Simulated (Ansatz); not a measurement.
A geometry of ZrO₂ away from equilibrium: step 10 of the relaxation of a randomly generated symmetric cell of ZrO2 (space group No. 134). These are PBE (plane waves to 420 eV, PAW, scalar-relativistic; Ansatz, an electronic-structure program) values and carry that method's errors. Γ-centred k-mesh 5×5×9 on the run's cell (coarser than for final values), Fermi–Dirac smearing 0.05 eV.

```xyz
6
Lattice="5.1058 0.0000 0.0000 0.0000 5.1058 0.0000 0.0000 0.0000 3.1830" Properties=species:S:1:pos:R:3:forces:R:3 pbc="T T T" free_energy=-10645.445 pressure_GPa=6.6
O      3.8294     3.8294     2.3872    0.0000    0.0000    0.0000
O      1.2765     1.2765     2.3872    0.0000    0.0000    0.0000
O      3.8294     1.2765     0.7957    0.0000    0.0000    0.0000
O      1.2765     3.8294     0.7957    0.0000    0.0000    0.0000
Zr     0.0000     0.0000     0.0000    0.0000    0.0000    0.0000
Zr     2.5529     2.5529     1.5915    0.0000    0.0000    0.0000
```

Positions in Å, forces in eV/Å, free energy of the cell in eV (comparable only within this code, potentials and settings). Largest force: all forces are below 0.005 eV/Å; the geometry lies 0.12 eV/atom above the end of its relaxation.

No spin polarisation in the result.

The run could not lose the symmetry of its start; a randomly shaken copy of 12 atoms returns to this structure.

All atoms sit on sites fixed by symmetry, so only the cell could relax.

The end of the path is a generated cell of ZrO2: the first start was made by a random draw of sites in a space group, and the end was not matched to a known phase here, so it may be hypothetical. Known forms of ZrO2 include space group No. 14, 137, 225.
